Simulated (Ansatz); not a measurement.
NaCl (rock salt), relaxed and computed with several functionals in Ansatz (plane waves, PAW).

| functional | a (Å) | gap (eV) | B₀ by P(V) fit (GPa) |
|---|---|---|---|
| r²SCAN | 5.608 | 5.97 | 27.5 |
| PBEsol | (withheld) | (withheld) | (withheld) |
| HSE06 | 5.652 | 6.45 | 25.0 |
| PBE | 5.696 | 5.00 | 23.6 |

Problem. Complete the blanks.

Solution. 
- PBEsol, a (Å): 5.601
- PBEsol, gap (eV): 5.01
- PBEsol, B₀ by P(V) fit (GPa): 25.8

All cells were relaxed under the symmetry of their starts (and spin orders); stability against distortions was not tested throughout.

Potentials: the later of the program's two PAW sets.

Ansatz (an electronic-structure program) is a plane-wave DFT program.
